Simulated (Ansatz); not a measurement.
Mechanical response of TiO$_{2}$ (P4_2/mnm)

```
Ti O
1.0
     4.54816    0.00000    0.00000
     0.00000    4.54816    0.00000
     0.00000    0.00000    2.91713
Ti O
2 4
Cartesian
  0.0000 0.0000 0.0000
  2.2741 2.2741 1.4586
  1.3825 1.3825 0.0000
  0.8916 3.6566 1.4586
  3.1657 3.1657 0.0000
  3.6566 0.8916 1.4586
```

Conventional cell: a = 4.548 Å, b = 4.548 Å, c = 2.917 Å, α = 90.00°, β = 90.00°, γ = 90.00°. Around Ti (atom 1) lie 6 O at 1.93 to 1.96 Å. O (atom 3) has 3 Ti at 1.93 to 1.96 Å as nearest neighbours.

Unless marked otherwise, the numbers come from LDA, all-electron LAPW in Ansatz 0.2.0, scalar-relativistic. k mesh 6×6×8, strains of ±0.008, fixed occupations, basis error target 1 meV/atom. The cell was relaxed by PAW under this functional.

The cell is tetragonal and carries a residual pressure of 0.22 GPa at this level. Each strain component that symmetry leaves independent is applied at ±0.008, the ions relax wherever a strain frees them, and the stress (tension positive, GPa) is read. Shears are engineering strains, γ = 2ε.

```
strain    size      σxx      σyy      σzz      σyz     σxz      σxy
    xx  -0.008  -2.5621  -2.0229  -1.6956   0.0000  0.0000   0.0000
    xx  +0.008   2.1877   1.5173   1.1007   0.0000  0.0000   0.0000
    zz  -0.008  -1.6084  -1.6084  -4.6200   0.0000  0.0000   0.0000
    zz  +0.008   1.1949   1.1949   3.8561   0.0000  0.0000   0.0000
    yz  -0.008  -0.1912  -0.1889  -0.2796  -1.0026  0.0000   0.0000
    yz  +0.008  -0.1912  -0.1889  -0.2796   1.0026  0.0000   0.0000
    xy  -0.008  -0.2062  -0.2062  -0.3003   0.0000  0.0000  -1.9681
    xy  +0.008  -0.2062  -0.2062  -0.3003   0.0000  0.0000   1.9681
```

A central difference gives one constant, for example C11 ≈ (2.1877 − (-2.5621))/(0.016) = 296.9 GPa; the program then imposes the crystal's symmetry on the whole matrix.

(1) What are the independent elastic constants?

(2) Is the crystal stable against homogeneous strain?

(3) What moduli does a random aggregate of grains have?

(4) With the density of 4.396 g/cm³, how fast does sound travel, and what Debye temperature follows?

(5) How far do the constants move if PAW replaces LAPW in the same cell?

(6) How do the constants change if the ions are clamped to the homogeneous strain?

Results:

(1) C11 = 296.9, C12 = 221.3, C13 = 175.0, C33 = 529.8, C44 = 125.3, C66 = 246.0 GPa.

(2) The least eigenvalue of the 6×6 matrix is 75.6 GPa, so yes.

(3) Voigt and Reuss bounds: B from 243.0 to 251.8 and G from 93.3 to 136.1 GPa; their means are B = 247.4 and G = 114.7 GPa. Then E = 9BG/(3B + G) = 298.1 GPa, ν = (3B − 2G)/(6B + 2G) = 0.299 and B/G = 2.16, on the ductile side of Pugh's 1.75 (a rule of thumb, made for metals; it doesn't predict ductility here).

(4) 

```
direction  slow (m/s)  middle (m/s)  fast (m/s)
        x        5340          7481        8218
        y        5340          7481        8218
        z        5340          5340       10978
```

The mean of v⁻³ over directions and branches gives v_m = 5559 m/s and θ_D = (ħ/k_B) v_m (6π²n)^(1/3) = 767 K, n being atoms per volume. Young's modulus spans 127 to 443 GPa over directions, and the universal anisotropy index is 2.33.

(5) 

```
constant  LAPW (GPa)  PAW (GPa)  difference
     C11       296.9      296.3        -0.6
     C12       221.3      219.5        -1.8
     C13       175.0      174.5        -0.5
     C33       529.8      528.6        -1.2
     C44       125.3      125.4         0.1
     C66       246.0      244.9        -1.1
```

(6) Clamped values, with the change against relaxed ions: C11 = 337.3 (+40.5), C12 = 199.0 (-22.3), C13 = 188.7 (+13.7), C33 = 550.8 (+21.1), C44 = 156.7 (+31.3), C66 = 247.4 (+1.4) GPa.

Known limits: the frozen-core PAW files of the compared runs were fitted under PBE, their cores solved anew for this functional.
